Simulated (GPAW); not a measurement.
**Fitting the LDA energy curve of W3N4**

```cif
data_structure
_symmetry_space_group_name_H-M 'P 1'
_symmetry_Int_Tables_number 1
_cell_length_a 4.1220
_cell_length_b 4.1220
_cell_length_c 4.1220
_cell_angle_alpha 90.000
_cell_angle_beta 90.000
_cell_angle_gamma 90.000
_cell_volume 70.04
loop_
_atom_site_label
_atom_site_type_symbol
_atom_site_fract_x
_atom_site_fract_y
_atom_site_fract_z
_atom_site_occupancy
W1 W 0.50000 0.00000 0.50000 1
W2 W 0.00000 0.50000 0.50000 1
W3 W 0.50000 0.50000 0.00000 1
N1 N 0.00000 0.00000 0.50000 1
N2 N 0.00000 0.50000 0.00000 1
N3 N 0.50000 0.00000 0.00000 1
N4 N 0.50000 0.50000 0.50000 1
```

The cell was scaled at fixed shape and fractions and run with GPAW, the program's PAW data sets (release 1.2.1) made for this functional, cutoff 800 eV; LDA, k mesh 5 × 5 × 5 on the cell of 7 atoms, fermi-dirac occupations of 0.05 eV, no spin polarisation, no spin-orbit coupling. Energies are those that the program minimises, any entropy of the smearing included. For a metal such a mesh isn't converged to the digits shown.

| V (Å³/atom) | energy over the lowest row (meV/atom) |
| --- | --- |
| 9.4049 | 82.73 |
| 9.6050 | 43.50 |
| 9.8051 | 17.44 |
| 10.0052 | ? |
| 10.2053 | 0.00 |
| 10.4054 | 6.09 |
| 10.6055 | 20.76 |

Problem. Fit the third-order Birch-Murnaghan form, give V0, B0 and B′, and predict the energy left open.

Solution. With y = (V0/V)^(2/3), E = E0 + (9 V0 B0/16) [(y - 1)³ B′ + (y - 1)² (6 - 4y)]. Least squares through the rows shown give V0 = 10.1736 Å³/atom, E0 = -0.14 meV, B0 = 394.8 GPa (1 eV/Å³ = 160.218 GPa) and B′ = 4.60, with a largest miss of 0.05 meV. At V = 10.0052 the form with these constants gives 3.40 meV; the run gave 3.50 meV an atom.
